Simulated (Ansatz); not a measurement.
Total density of states per atom from PBEsol in the plane-wave PAW code Ansatz, in 0.25 eV bins, energy from the Fermi level:

```
E (eV) | states/eV/atom
    -7.85 |  0.00
    -7.60 |  0.00
    -7.35 |  0.00
    -7.10 |  0.00
    -6.85 |  0.00
    -6.60 |  0.00
    -6.35 |  0.02
    -6.10 | ### 0.15
    -5.85 | ##### 0.30
    -5.60 | ###### 0.38
    -5.35 | ######### 0.54
    -5.10 | ####### 0.40
    -4.85 | ########### 0.68
    -4.60 | ############ 0.75
    -4.35 | ###### 0.38
    -4.10 | ####### 0.45
    -3.85 | ######## 0.51
    -3.60 | ############ 0.74
    -3.35 | ################ 0.97
    -3.10 | ##################### 1.25
    -2.85 | ######################### 1.51
    -2.60 | ############## 0.87
    -2.35 | ########## 0.58
    -2.10 | ######### 0.54
    -1.85 | ####### 0.43
    -1.60 | #### 0.25
    -1.35 | #### 0.25
    -1.10 | ##### 0.33
    -0.85 | ####### 0.42
    -0.60 | ######### 0.53
    -0.35 | ####### 0.44
    -0.10 | ###### 0.35
     0.15 | ###### 0.36
     0.40 | ####### 0.43
     0.65 | ############# 0.77
     0.90 | ################# 1.03
     1.15 | ############ 0.72
     1.40 | ######################### 1.51
     1.65 | ########################## 1.58
     1.90 | ######################## 1.45
     2.15 | ############################## 1.82
     2.40 | ##################### 1.29
     2.65 | ############### 0.92
     2.90 | ######## 0.48
     3.15 | ########### 0.65
     3.40 | ############ 0.70
```

Problem. Which compound is it?
A) BaTiO3, P4mm (Ti on 1b, Ba on 1a, O on 1b, O on 2c)
B) MoRh3, P6_3/mmc (Mo on 2c, Rh on 6h)
C) TiC, rock salt
D) TiP, P6_3/mmc (Ti on 4f, P on 2d, P on 2a)

Solution. D, TiP, P6_3/mmc (Ti on 4f, P on 2d, P on 2a). Within 0.5 eV of the Fermi level: Ti 3d 87 %, P 3p 7 %. Projections are on Löwdin-orthogonalised atomic valence shells; empty p or d shells of many metals are not among them.

The workflow started from a Materials Project entry (that database holds measured and hypothetical structures alike); the Crystallography Open Database files this formula in space group No. 194, but the cells were not matched. Whether it is the stable phase at ambient conditions was not checked. Symmetry was held in the PBEsol relaxation; its stability against distortions is not shown here. The run is not spin-polarised.

Potentials: the later of the program's two PAW sets.
